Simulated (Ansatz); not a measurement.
# ZrTi: clamped-ion strain scan

All numbers below come from DFT LDA, scalar-relativistic, plane waves, PAW in Ansatz. Cutoff 420 eV, Γ-centred 16×16×12 k-points, Gaussian smearing of 0.15 eV. No spin polarisation. Energies are free energies at this smearing, counted from the undisturbed cell; pressure is positive in compression.

Reference structure (as given, not relaxed at this level; it stands at -7.5 GPa, and it needn't be the usual structure):

```
Zr Ti
1.0
     3.11193    0.00000    0.00000
     0.00000    3.11193    0.00000
     0.00000    0.00000    4.19777
Zr Ti
1 1
Cartesian
  1.5560 1.5560 2.0989
  0.0000 0.0000 0.0000
```

The cell is strained by ε times the Voigt pattern (0, 0, 0, 0, 0, 1) (xx, yy, zz, yz, xz, xy; engineering shear) with fractional coordinates fixed. The cell is metallic on the mesh throughout.

```
      ε  ΔE (meV/atom)
-0.1500           17.1
-0.0750            4.5
 0.0000            0.0
 0.0375            1.1
 0.1125            9.9
```

Question: Predict the pressure (GPa) at each point.

Answer:
```csv
ε,pressure (GPa)
-0.1500,-7.1
-0.0750,-7.4
0.0000,-7.5
0.0375,-7.4
0.1125,-7.3
```